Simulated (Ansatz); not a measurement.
# Eigenvalues along a path: Ca (fcc type)

```xyz
1
Lattice="0.0000 2.6715 2.6715 2.6715 0.0000 2.6715 2.6715 2.6715 0.0000" Properties=species:S:1:pos:R:3 pbc="T T T"
Ca    0.0000    0.0000    0.0000
```

The base cell comes from a relaxation on PAW files under the same functional.

Level of theory: DFT with LDA, scalar-relativistic, in Ansatz 0.2.0; a Γ-centred 12×12×12 k mesh, Fermi–Dirac smearing of 0.08 eV, no spin polarisation. LAPW: all electrons, basis error target 1 meV/atom.

Path points, in fractions of the reciprocal vectors: Γ (0.000, 0.000, 0.000), X (0.500, 0.000, 0.500), U (0.625, 0.250, 0.625), K (0.375, 0.375, 0.750), L (0.500, 0.500, 0.500), W (0.500, 0.250, 0.750). The distance column jumps between branches of the path. Levels in eV from the Fermi level; bands 2 to 7, counted from the lowest band of the run. The gap is zero, the pressure -0.03 GPa.

```
# k(1/Å) point b2 b3 b4 b5 b6 b7
0.000 Γ -22.56 -22.56 -22.56 -4.20 2.34 2.34
0.168 - -22.57 -22.56 -22.56 -4.08 2.21 2.39
0.336 - -22.60 -22.57 -22.57 -3.70 1.87 2.56
0.504 - -22.64 -22.59 -22.59 -3.11 1.44 2.52
0.672 - -22.68 -22.60 -22.60 -2.36 1.03 1.98
0.840 - -22.72 -22.62 -22.62 -1.55 0.71 1.53
1.008 - -22.74 -22.63 -22.63 -0.87 0.50 1.26
1.176 X -22.75 -22.63 -22.63 -0.60 0.43 1.20
1.235 - -22.75 -22.63 -22.63 -0.59 0.43 1.19
1.295 - -22.75 -22.64 -22.63 -0.55 0.44 1.16
1.354 - -22.75 -22.64 -22.63 -0.48 0.44 1.12
1.414 - -22.74 -22.65 -22.63 -0.39 0.44 1.08
1.473 - -22.73 -22.66 -22.62 -0.29 0.43 1.03
1.532 - -22.73 -22.67 -22.62 -0.17 0.39 0.98
1.592 U -22.72 -22.68 -22.62 -0.05 0.33 0.93
2.312 K -22.72 -22.68 -22.62 -0.05 0.33 0.93
2.490 - -22.70 -22.69 -22.60 -0.34 0.60 0.85
2.668 - -22.71 -22.65 -22.59 -1.21 0.90 1.19
2.846 - -22.69 -22.62 -22.58 -2.14 1.10 1.79
3.025 - -22.66 -22.59 -22.57 -2.99 1.43 2.25
3.203 - -22.61 -22.57 -22.56 -3.64 1.84 2.44
3.381 - -22.57 -22.56 -22.56 -4.06 2.19 2.39
3.559 Γ -22.56 -22.56 -22.56 -4.20 2.34 2.34
3.705 - -22.57 -22.56 -22.56 -4.11 2.24 2.38
3.850 - -22.60 -22.56 -22.56 -3.83 1.97 2.47
3.996 - -22.64 -22.57 -22.57 -3.38 1.60 2.51
4.141 - -22.69 -22.57 -22.57 -2.79 1.18 2.45
4.287 - -22.73 -22.58 -22.58 -2.12 0.73 2.34
4.432 - -22.75 -22.58 -22.58 -1.46 0.27 2.25
4.578 L -22.76 -22.59 -22.59 -1.09 -0.02 2.22
4.696 - -22.76 -22.59 -22.59 -1.02 -0.02 2.14
4.815 - -22.75 -22.61 -22.59 -0.84 -0.03 1.93
4.934 - -22.74 -22.63 -22.60 -0.55 -0.03 1.63
5.053 - -22.73 -22.65 -22.61 -0.18 -0.01 1.31
5.172 - -22.71 -22.67 -22.62 0.03 0.22 1.02
5.290 - -22.70 -22.69 -22.63 0.08 0.56 0.79
5.409 W -22.69 -22.69 -22.63 0.11 0.70 0.70
5.493 - -22.71 -22.68 -22.63 0.06 0.63 0.79
5.577 - -22.72 -22.67 -22.63 -0.06 0.57 0.88
5.661 - -22.73 -22.65 -22.63 -0.22 0.52 0.97
5.745 - -22.74 -22.65 -22.63 -0.37 0.48 1.06
5.829 - -22.75 -22.64 -22.63 -0.50 0.45 1.13
5.913 - -22.75 -22.63 -22.63 -0.57 0.44 1.18
5.997 X -22.75 -22.63 -22.63 -0.60 0.43 1.20
```
